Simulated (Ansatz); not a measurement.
## Magnetic orders of MoSe

All numbers below come from DFT r2SCAN+U, scalar-relativistic, plane waves, PAW (Ansatz 0.2.0).

```
CELL_PARAMETERS angstrom
0.00000 3.11083 3.11083
3.11083 0.00000 3.11083
3.11083 3.11083 0.00000
ATOMIC_POSITIONS crystal
Mo 0.00000 0.00000 0.00000
Se 0.25000 0.25000 0.25000
```

The plane-wave cutoff is 500 eV and the Γ-centred k-mesh is 12×12×12. The occupation rule is Gaussian smearing, 0.1 eV and the U_eff on Löwdin-orthogonalised atomic d orbitals is Mo 4.38 eV. The list of starting moments (μB, in atom order) is 2 0 and the check for lower electronic states after the SCF is on.

Each order was relaxed in cell and atoms. r2SCAN tends to overstate moments in metals. Site moments are spin moments in atom-centred spheres that scale with the neighbour distance. The states are those that the runs reached from these starts; a lower one can exist. No antiferromagnetic start is among these.

Question: Starts tried: no spin; ferromagnetic. Which state comes out lowest, and what are the moments?

Answer: Of the states reached here, with no antiferromagnetic start among them, the lowest is ferromagnetic, reached from the start “ferromagnetic”, with site moments (μB) Mo +3.24, Se -0.31.

```tsv
start	ends	energy above lowest (meV/atom)	site moments (μB)	gap on mesh (eV)	volume (Å³/atom)
no spin	non-magnetic	921	none over 0.05	1.30	26.98
ferromagnetic	ferromagnetic	0.00	Mo +3.24, Se -0.31	metal	30.10
```